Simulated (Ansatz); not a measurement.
BN:
```cif
data_B6N6
_chemical_formula_sum 'B6 N6'
_space_group_name_H-M_alt 'P63mc'
_space_group_IT_number 186
_space_group_name_Hall 'P 6c -2c'
_cell_length_a 2.56008
_cell_length_b 2.56008
_cell_length_c 12.59485
_cell_angle_alpha 90.000
_cell_angle_beta 90.000
_cell_angle_gamma 120.000
loop_
_atom_site_label
_atom_site_type_symbol
_atom_site_symmetry_multiplicity
_atom_site_Wyckoff_symbol
_atom_site_fract_x
_atom_site_fract_y
_atom_site_fract_z
_atom_site_occupancy
B1 B 2 a 0.00000 0.00000 0.00006 1
B2 B 2 b 0.33333 0.66667 0.33268 1
B3 B 2 b 0.66667 0.33333 0.16656 1
N1 N 2 a 0.00000 0.00000 0.37440 1
N2 N 2 b 0.33333 0.66667 0.20808 1
N3 N 2 b 0.66667 0.33333 0.04191 1
```

Relaxed with PBE. The program Ansatz at the PBE level (PAW) gives a gap of 5.19 eV.

What gap does HSE06 give on the same cell (Ansatz, PAW)?

6.54 eV, 1.35 eV more. The hybrid was solved on a coarser mesh and at special points; the gap given is the minimum over both.

| k | v1 PBE | c1 PBE | v1 HSE06 | c1 HSE06 |
|---|---|---|---|---|
| Γ | 0.00 | 8.63 | (withheld) | (withheld) |
| A | -0.18 | 8.86 | (withheld) | (withheld) |
| K | -3.34 | 7.13 | (withheld) | (withheld) |
| H | -3.50 | 7.27 | (withheld) | (withheld) |
| M | -1.98 | 5.19 | -2.15 | 6.54 |
| L | -2.25 | 5.33 | -2.44 | 6.69 |

Top valence (v1) and lowest conduction level (c1) in eV from each method's valence maximum (which need not be a listed point): supply the withheld HSE06 values.


- Γ, v1 HSE06: 0.00
- Γ, c1 HSE06: 10.35
- H, v1 HSE06: -3.78
- H, c1 HSE06: 8.72
- A, v1 HSE06: -0.19
- A, c1 HSE06: 10.60
- K, v1 HSE06: -3.61
- K, c1 HSE06: 8.57

Cost on shared cores: the PBE run (SCF on a 12×12×3 mesh, then bands and DOS) about 90 core-seconds (a rough figure), the HSE06 run (SCF on 7×7×2, then a few points) very roughly 3 core-minutes; the tasks are unlike.

Space group P6_3mc. The cell is a constructed one: a structure type filled with these elements. Its sites differ from those of the usual phase in this space group: another stacking or structure type. The cell was relaxed with PBE under the symmetry of its start; its stability against distortions is not shown here.

Potentials: the later of the program's two PAW sets.
